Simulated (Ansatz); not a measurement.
**BeRh, first-principles data**

BeRh:
```
CELL_PARAMETERS angstrom
      2.75267     0.00000     0.00000
      0.00000     2.75267     0.00000
      0.00000     0.00000     2.75267
ATOMIC_POSITIONS crystal
  Be 0.50000 0.50000 0.50000
  Rh 0.00000 0.00000 0.00000
```

Space group Pm-3m (No. 221), CsCl type; conventional cell a = 2.753 Å, b = 2.753 Å, c = 2.753 Å, α = 90.00°, β = 90.00°, γ = 90.00°.

Method: PBEsol (plane waves, PAW; program Ansatz). The cell and atoms are relaxed at this level. Other levels are named where they apply.

Cell and energy:

```json
{
 "volume_per_atom": "10.43 Å³",
 "density": "8.91 g/cm³",
 "Formation energy from the elements (no fitted shifts)": "-0.62 eV/atom"
}
```

Electronic structure:

```json
{
  "electronic_character": "metallic (no gap)",
  "Density of states at the Fermi level": "0.67 states/eV per atom (mean over ±0.08 eV)",
  "Gap with spin–orbit coupling": "none (metallic)"
}
```

Mechanics:

```json
{
 "Bulk modulus (Birch–Murnaghan fit)": "228 GPa",
 "Pressure derivative B′": "4.5",
 "Elastic constants (relaxed ions, GPa)": "C11 = 409, C12 = 138, C44 = 106",
 "mechanical_stability": "stable (all eigenvalues of C positive)",
 "hill_bulk_and_shear_moduli": "229 and 117 GPa",
 "Young's modulus": "300 GPa",
 "Poisson's ratio": "0.28",
 "debye_temperature_from_the_elastic_constants": "550 K"
}
```

Phonons:

```json
{
  "highest_zone_centre_frequency": "437 cm⁻¹",
  "zone_centre_stability": "no imaginary mode at Γ"
}
```

The cell is a constructed one: a structure type filled with these elements; the Crystallography Open Database copy checked does not list it. Its standing as an ambient phase is unchecked. Symmetry was held in the PBEsol relaxation. No spin polarisation was allowed. As this level gives no gap, shear constants depend on the k-mesh and smearing (Fermi–Dirac, 0.1 eV here). As this level gives no gap, phonon frequencies hold no LO–TO term and depend on the k-mesh and smearing (Fermi–Dirac, 0.1 eV here). The references are the lowest solids computed at this level, not always the standard phases. Scalar-relativistic: spin–orbit coupling is off unless named, which matters more the heavier the elements.

Potentials: the earlier of the program's two PAW sets. The files were generated under PBE; for other functionals the program regenerates the frozen cores, and for LDA and PBEsol the local potential too.
